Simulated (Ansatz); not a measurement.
Cu:
```yaml
crystal:
  lattice:
    - [2.51444, 0.00000, 0.00000]
    - [-1.25722, 2.17757, 0.00000]
    - [0.00000, 0.00000, 8.26692]
  atoms:
    - { symbol: Cu, position: [0.00000, 0.00000, 0.00000] }
    - { symbol: Cu, position: [0.00000, 0.00000, 0.50000] }
    - { symbol: Cu, position: [0.33333, 0.66667, 0.25000] }
    - { symbol: Cu, position: [0.66667, 0.33333, 0.75000] }
```

Relaxed with PBEsol. Special points in fractions of this cell's reciprocal vectors: Γ (0.000, 0.000, 0.000); M (0.500, 0.000, 0.000); K (0.333, 0.333, 0.000); A (0.000, 0.000, 0.500); L (0.500, 0.000, 0.500); H (0.333, 0.333, 0.500).

**Question.** List the band energies nearest the Fermi level at these points for PBEsol (plane waves, PAW; program Ansatz).

**Answer.** In eV from the Fermi level; about four levels below and three above (degenerate sets whole), none deeper than 8.9 eV; points with the same levels are listed once.

| k | below | above |
|---|---|---|
| Γ | -2.01 -2.01 -1.70 -1.70 -1.31 | 3.82 12.54 12.54 |
| M | -1.56 -1.56 -1.54 -0.78 | 0.25 0.96 1.52 |
| K | -1.89 -1.82 -1.82 -1.74 | 3.25 3.25 3.51 |
| A | -1.83 -1.83 -1.83 -1.83 | 6.94 6.94 18.95 18.95 |
| L | -1.56 -1.56 -0.02 -0.02 | 1.31 1.31 5.22 5.22 |
| H | -1.81 -1.81 -1.72 -1.72 | 3.41 3.41 3.74 3.74 |

Space group P6_3/mmc (dhcp (α-La type)). The first step of the workflow began from a Materials Project structure, measured or hypothetical; the Crystallography Open Database copy checked does not list it. It is not the phase usual at ambient conditions (space group No. 225). The PBEsol relaxation kept the symmetry of its start; its stability against distortions is not shown here. No spin polarisation was allowed.

Potentials: the later of the program's two PAW sets.
